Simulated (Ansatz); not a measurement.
TaN (rock salt)

```
CELL_PARAMETERS angstrom
      0.00000     2.20852     2.20852
      2.20852     0.00000     2.20852
      2.20852     2.20852     0.00000
ATOMIC_POSITIONS crystal
  N  0.00000 0.00000 0.00000
  Ta 0.50000 0.50000 0.50000
```

The slice is a {100} plane (indices of the conventional cell) through the point (0.000, 0.000, 0.000) (fractional), spanned by u = [100] and v = [0 1 -1] in vectors of this cell: u (3.12 Å) and v (3.12 Å, at 90° to u). It covers one period; positions are fractions (u, v).

Computed with PBE (plane waves to 420 eV, PAW, scalar-relativistic; Ansatz, a first-principles code). k mesh 18×18×18. Inside the PAW spheres the values are not all-electron values, and peaks at nuclei hang on which shells count as valence. Spin-orbit coupling is left out, though Ta is heavy. TaN is run without spin polarisation. TaN was relaxed with its symmetry unable to fall. This is a high-temperature form of TaN.

Three fields on this plane, each scaled to ten steps between its own extremes (0 low, 9 high; the total valence density on a logarithmic scale, the potential cut 8 eV below its top; x marks points blanked near nuclei; v = 0 in the bottom row):

Map A
```
|xxxxxx952111259xxxxx|
|xxxxxx720000027xxxxx|
|xxxxx83000000038xxxx|
|xxxxx30013431003xxxx|
|xxx83002xxxxx20038xx|
|997300xxxxxxxxx00379|
|552002xxxxxxxxx20025|
|32001xxxxxxxxxxx1002|
|11003xxxxxxxxxxx3001|
|11004xxxxxxxxxxx4001|
|11003xxxxxxxxxxx3001|
|32001xxxxxxxxxxx1002|
|552002xxxxxxxxx20025|
|997300xxxxxxxxx00379|
|xxx83002xxxxx20038xx|
|xxxxx30013431003xxxx|
|xxxxx83000000038xxxx|
|xxxxxx720000027xxxxx|
|xxxxxx952111259xxxxx|
|xxxxxx953111359xxxxx|
```

Map B
```
|xxxxxx898888898xxxxx|
|xxxxxx776555677xxxxx|
|xxxxx54300000345xxxx|
|xxxxx30000000003xxxx|
|xxx53000xxxxx00035xx|
|987400xxxxxxxxx00478|
|997200xxxxxxxxx00279|
|98600xxxxxxxxxxx0068|
|98500xxxxxxxxxxx0058|
|98500xxxxxxxxxxx0058|
|98500xxxxxxxxxxx0058|
|98600xxxxxxxxxxx0068|
|997200xxxxxxxxx00279|
|987400xxxxxxxxx00478|
|xxx53000xxxxx00035xx|
|xxxxx30000000003xxxx|
|xxxxx54300000345xxxx|
|xxxxxx776555677xxxxx|
|xxxxxx898888898xxxxx|
|xxxxxx999999999xxxxx|
```

Map C
```
|xxxxxx531000135xxxxx|
|xxxxxx532111235xxxxx|
|xxxxx75333433357xxxx|
|xxxxx65578987556xxxx|
|xxx76579xxxxx97567xx|
|655557xxxxxxxxx75555|
|333359xxxxxxxxx95333|
|11237xxxxxxxxxxx7321|
|00138xxxxxxxxxxx8310|
|00149xxxxxxxxxxx9410|
|00138xxxxxxxxxxx8310|
|11237xxxxxxxxxxx7321|
|333359xxxxxxxxx95333|
|655557xxxxxxxxx75555|
|xxx76579xxxxx97567xx|
|xxxxx65578987556xxxx|
|xxxxx75333433357xxxx|
|xxxxxx532111235xxxxx|
|xxxxxx531000135xxxxx|
|xxxxxx631000136xxxxx|
```

Task: Assign the maps to these fields: electron localisation function (ELF); valence electron density; electrostatic potential energy of an electron, from the cell's mean.

Result: A is the electron localisation function (ELF); B is the electrostatic potential energy of an electron, from the cell's mean; C is the valence electron density.
